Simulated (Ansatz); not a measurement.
Here is the system:

C:
```
CELL_PARAMETERS angstrom
      3.79564     0.00000     0.00000
      0.00000     3.79564     0.00000
      0.00000     0.00000     4.67207
ATOMIC_POSITIONS crystal
  C  0.92395 0.07605 0.75000
  C  0.42395 0.42395 0.00000
  C  0.07605 0.92395 0.25000
  C  0.57605 0.57605 0.50000
  C  0.62114 0.16705 0.53363
  C  0.33295 0.12114 0.78363
  C  0.37886 0.83295 0.03363
  C  0.66705 0.87886 0.28363
  C  0.12114 0.33295 0.21637
  C  0.83295 0.37886 0.96637
  C  0.87886 0.66705 0.71637
  C  0.16705 0.62114 0.46637
```

This is the r²SCAN-relaxed structure. Tensor components refer to the Cartesian frame of this cell.

Task: All from r²SCAN (plane waves, PAW; program Ansatz), unless another level is named. Estimate the Hill bulk and shear moduli.

Result: 412 and 510 GPa.

Task: Next, the piezoelectric stress constants (proper, relaxed ions, C/m²)?

Result: e14 = 0.03, e25 = -0.03.

Space group P4_12_12. The start of the workflow was typed in or built on a structure type; neither database checked (COD, Materials Project) lists it. It is not the phase usual at ambient conditions (space group No. 194, 227). The cell was relaxed with r²SCAN under the symmetry of its start; its stability against distortions is not shown here. The volume moved by 26 % from the start of the relaxation. Signs of piezoelectric constants follow the polarity of the cell as given.

Potentials: the later of the program's two PAW sets.
